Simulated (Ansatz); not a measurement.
Q: Name crystals whose computed values (PBE+D3(BJ) (plane waves, PAW; program Ansatz)) fall in these windows: G_Hill (GPa) 28 to 40; highest Γ mode, no LO–TO term (cm⁻¹) 340 to 430; Θ_D (K) 330 to 430.

A: 

```json
[
 {"crystal": "TiS2, CdI2 type", "G_Hill (GPa)": "34.5", "highest Γ mode, no LO–TO term (cm⁻¹)": "382", "Θ_D (K)": "397"}
]
```
Others may fit too.

The cell was relaxed under the symmetry of its start. Rows with no word on spin ran without spin polarisation.

Potentials: the later of the program's two PAW sets.
